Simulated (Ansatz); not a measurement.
Theory: DFT PBE, scalar-relativistic, plane waves, PAW (Ansatz 0.2.0). Settings: cutoff 420 eV, Γ-centred meshes spaced at most about 0.3 Å⁻¹, and about 0.25 Å⁻¹ or finer for metals (2π included), Gaussian smearing. No spin polarisation in the final relaxations.

Temperature and zero-point effects are left out.

Compare these two cells of ReRhO, each relaxed at this level.

A.

```yaml
crystal:
  lattice:
    - [3.98032, 0.00000, 0.00000]
    - [-1.99016, 3.44706, 0.00000]
    - [0.00000, 0.00000, 2.68864]
  atoms:
    - { symbol: Re, position: [0.33333, 0.66667, 0.50000] }
    - { symbol: Rh, position: [0.66667, 0.33333, 0.00000] }
    - { symbol: O, position: [0.00000, 0.00000, 0.00000] }
```

B.

```yaml
crystal:
  lattice:
    - [2.97528, 0.00000, 0.00000]
    - [0.00000, 2.97528, 0.00000]
    - [0.00000, 0.00000, 4.21895]
  atoms:
    - { symbol: Re, position: [0.00000, 0.00000, 0.50000] }
    - { symbol: Rh, position: [0.50000, 0.50000, 0.00000] }
    - { symbol: O, position: [0.50000, 0.50000, 0.50000] }
```

**Question.** Which would you expect to be lower, and how large is the difference?

**Answer.** A is lower, by 122 meV/atom. A has space group P-6m2 (No. 187), 12.3 Å³/atom and no gap on its mesh; B has space group P4/mmm (No. 123), 12.4 Å³/atom and no gap. Counting O atoms around Re and Rh (those within 1.25 times the shortest such distance or 1.15 times the sum of covalent radii; the shortest distance is added where it exceeds 1.18 times the sum of covalent radii), A has Re 6 from 2.7 Å, Rh 3 and B has Re 4, Rh 2. Even the lower one lies +0.46 eV/atom against the reference forms of the elements (uncorrected), so neither is stable at this level. Both come from invented guesses. A third cell relaxed alike, in P4/mmm, lies 0.39 eV/atom below the lower of the two.

These runs have no spin–orbit coupling, which can matter for Re. Cells relaxed within their symmetry can be saddle points.
